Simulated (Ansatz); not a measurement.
Rb₂ScAgCl₆:
Space group Fm-3m (No. 225); a = b = c = 10.359 Å, α = β = γ = 90.00°

| atom | site | symmetry | x | y | z |
|---|---|---|---|---|---|
| Rb | 8c | -43m | 0.2500 | 0.2500 | 0.2500 |
| Sc | 4a | m-3m | 0.0000 | 0.0000 | 0.0000 |
| Ag | 4b | m-3m | 0.5000 | 0.5000 | 0.5000 |
| Cl | 24e | 4m.m | 0.0000 | 0.0000 | 0.2398 |
(The calculation used a cell of 10 atoms; values per cell refer to that cell.)

Relaxed with r²SCAN. Independent-particle spectrum: no excitons, no local fields, no scissors shift; 0.1 eV broadening; ε₁ of the summed bands alone.

**Question.** Tabulate the dielectric function from r²SCAN in the plane-wave PAW code Ansatz.

**Answer.** 

| E (eV) | ε₁ xx | ε₂ xx |
|---|---|---|
| 0.0 | 3.28 | 0.00 |
| 0.3 | 3.28 | 0.00 |
| 0.6 | 3.29 | 0.00 |
| 0.9 | 3.31 | 0.00 |
| 1.2 | 3.34 | 0.00 |
| 1.5 | 3.38 | 0.00 |
| 1.8 | 3.43 | 0.00 |
| 2.1 | 3.49 | 0.00 |
| 2.4 | 3.58 | 0.00 |
| 2.7 | 3.69 | 0.00 |
| 3.0 | 3.84 | 0.00 |
| 3.3 | 4.07 | 0.00 |
| 3.6 | 4.63 | 0.32 |
| 3.9 | 4.18 | 0.36 |
| 4.2 | 5.24 | 0.24 |
| 4.5 | 5.96 | 1.39 |
| 4.8 | 5.36 | 3.10 |
| 5.1 | 5.23 | 5.58 |
| 5.4 | 0.93 | 3.67 |
| 5.7 | 1.02 | 1.91 |
| 6.0 | 1.92 | 1.14 |
| 6.3 | 2.29 | 1.04 |
| 6.6 | 2.83 | 0.84 |
| 6.9 | 3.36 | 1.58 |
| 7.2 | 2.75 | 1.61 |
| 7.5 | 2.90 | 1.34 |
| 7.8 | 3.39 | 1.24 |
| 8.1 | 3.92 | 1.81 |
| 8.4 | 3.75 | 2.99 |
| 8.7 | 3.06 | 2.93 |
| 9.0 | 2.82 | 3.09 |
| 9.3 | 2.17 | 3.33 |
| 9.6 | 1.84 | 2.85 |
| 9.9 | 2.33 | 3.10 |
| 10.2 | 1.16 | 3.21 |
| 10.5 | 1.10 | 2.80 |
| 10.8 | 0.87 | 2.45 |
| 11.1 | 1.18 | 2.00 |
| 11.4 | 1.65 | 1.96 |
| 11.7 | 1.52 | 2.55 |
| 12.0 | 1.50 | 2.53 |

With all bands, ε∞ without local fields is 3.35.

The first step of the workflow began from a Materials Project structure, measured or hypothetical; the Crystallography Open Database copy checked does not list it. Its standing as an ambient phase is unchecked. The cell was relaxed with r²SCAN under the symmetry of its start; its stability against distortions is not shown here. No spin polarisation was allowed. Scalar-relativistic: spin–orbit coupling is off unless named, which matters more the heavier the elements.

Potentials: the later of the program's two PAW sets.
